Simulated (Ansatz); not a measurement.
Relaxed candidate structures of SnS$_{2}$:

**A**
```
CELL_PARAMETERS angstrom
      3.73851     0.00000     0.00000
      0.00000     3.73851     0.00000
      0.00000     0.00000     5.00955
ATOMIC_POSITIONS crystal
  S  0.50000 0.50000 0.50000
  S  0.00000 0.00000 0.00000
  Sn 0.50000 0.50000 0.00000
```
Spin order: ferromagnetic.

**B**
```
SnS2
1.0
    5.80418     0.00000     0.00000
    0.00000     6.18840     0.00000
    0.00000     0.00000     3.73976
Sn S
2 4
Direct
  0.50000   0.50000   0.50000
  0.00000   0.00000   0.00000
  0.74945   0.85843   0.50000
  0.24945   0.64157   0.00000
  0.75055   0.35843   0.00000
  0.25055   0.14157   0.50000
```
Spin order: non-magnetic.

**C**
```xyz
3
Lattice="-2.7183 2.7183 2.3854 2.7183 -2.7183 2.3854 2.7183 2.7183 -2.3854" Properties=species:S:1:pos:R:3 pbc="T T T"
S      2.7183     0.0000     0.0000
S      0.0000     2.7183     0.0000
Sn     0.0000     0.0000     2.3854
```
Spin order: non-magnetic.

**D**
```
SnS2
1.0
    3.65112     0.00000     0.00000
   -1.82556     3.16196     0.00000
    0.00000     0.00000     6.07055
Sn S
1 2
Direct
  0.00000   0.00000   0.50000
  0.66667   0.33333   0.25721
  0.33333   0.66667   0.74279
```
Spin order: non-magnetic.

**E**
```
SnS2
1.0
   -2.62144     2.62144     5.44453
    2.62144    -2.62144     5.44453
    2.62144     2.62144    -5.44453
Sn S
2 4
Direct
  0.50000   0.50000   0.00000
  0.25000   0.75000   0.50000
  0.27730   0.27730   0.00000
  0.02730   0.52730   0.50000
  0.47270   0.97270   0.50000
  0.72270   0.72270   0.00000
```
Spin order: non-magnetic.

### Question
Order them by energy per atom (lowest first) at the level PBEsol (plane waves to 420 eV, PAW, scalar-relativistic; Ansatz, a program for electronic structure).

### Answer
D (reference, the lowest of the structures calculated here), B (+150 meV/atom), E (+213 meV/atom), C (+0.45 eV/atom), A (+0.52 eV/atom)

### Question
Which candidates are metallic at this level, and what gaps do the others have?

### Answer
No gap: A, C. B: 0.35 eV (no spin-orbit coupling); D: 1.44 eV (no spin-orbit coupling); E: 0.54 eV (no spin-orbit coupling).

Probably no minimum, since a slightly shaken restart fell lower: P4/mmm, tP3, ferromagnetic (by 0.39 eV/atom, to P-4m2).  4 generated cells of layers, chains or molecules, poorly bound without dispersion, are left out. Each run could gain symmetry but not lose that of its start, so entries can be saddle points. From databases, or of a type measured for this composition: P-3m1, hP3, CdI2 type, non-magnetic; the others are generated cells (placed on structure types, drawn at random, substituted or restacked) that were not matched to a known phase here. Each structure is listed in the lowest spin state found for it. Energies are at zero temperature and pressure, without zero-point motion. Spin states reached: ferromagnetic, non-magnetic; non-magnetic ones ran without spin or lost their moments; spin orders were not searched systematically. Without a van der Waals term the distances between weakly bound units are poorly fixed.
